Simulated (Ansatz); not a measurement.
Input:

Si:
```cif
data_Si3
_chemical_formula_sum 'Si3'
_space_group_name_H-M_alt 'P6422'
_space_group_IT_number 181
_space_group_name_Hall 'P 64 2 (0 0 2)'
_cell_length_a 3.88165
_cell_length_b 3.88165
_cell_length_c 4.07645
_cell_angle_alpha 90.000
_cell_angle_beta 90.000
_cell_angle_gamma 120.000
loop_
_atom_site_label
_atom_site_type_symbol
_atom_site_symmetry_multiplicity
_atom_site_Wyckoff_symbol
_atom_site_fract_x
_atom_site_fract_y
_atom_site_fract_z
_atom_site_occupancy
Si1 Si 3 c 0.50000 0.00000 0.00000 1
```

This is the PBEsol-relaxed structure.

**Question.** All from the program Ansatz at the PBEsol level (PAW), unless another level is named. Predict the Debye temperature from the elastic constants.

**Answer.** 637 K.

**Question.** Next, the highest zone-centre frequency?

**Answer.** 524 cm⁻¹.

Space group P6_422. The start of the workflow was typed in or built on a structure type; neither database checked (COD, Materials Project) lists it. It is not the phase usual at ambient conditions (space group No. 227). Symmetry was held in the PBEsol relaxation; of distortions, only those at the zone centre were tested. As this level gives no gap, shear constants depend on the k-mesh and smearing (Fermi–Dirac, 0.1 eV here). As this level gives no gap, phonon frequencies hold no LO–TO term and depend on the k-mesh and smearing (Fermi–Dirac, 0.1 eV here).

Potentials: the later of the program's two PAW sets.
